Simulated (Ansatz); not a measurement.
Data:

Os:
```
Os
1.0
    2.74127     0.00000     0.00000
   -1.37063     2.37401     0.00000
    0.00000     0.00000     8.80549
Os
4
Direct
  0.00000   0.00000   0.00000
  0.00000   0.00000   0.50000
  0.33333   0.66667   0.25000
  0.66667   0.33333   0.75000
```

This is the PBE-relaxed structure.

All from DFT-PBE in the program Ansatz with PAW potentials, unless another level is named. Give the density of states at the Fermi level.

0.87 states/eV per atom (mean over ±0.08 eV).

And the gap with spin–orbit coupling?

none (metallic).

Space group P6_3/mmc (dhcp (α-La type)). A made-up cell: these elements were put on the sites of a structure type. Its sites differ from those of the usual phase in this space group: another stacking or structure type. The cell was relaxed with PBE under the symmetry of its start; of distortions, only those at the zone centre were tested. No spin polarisation was allowed. Spin–orbit coupling is left out wherever it is not named.

Potentials: the later of the program's two PAW sets.
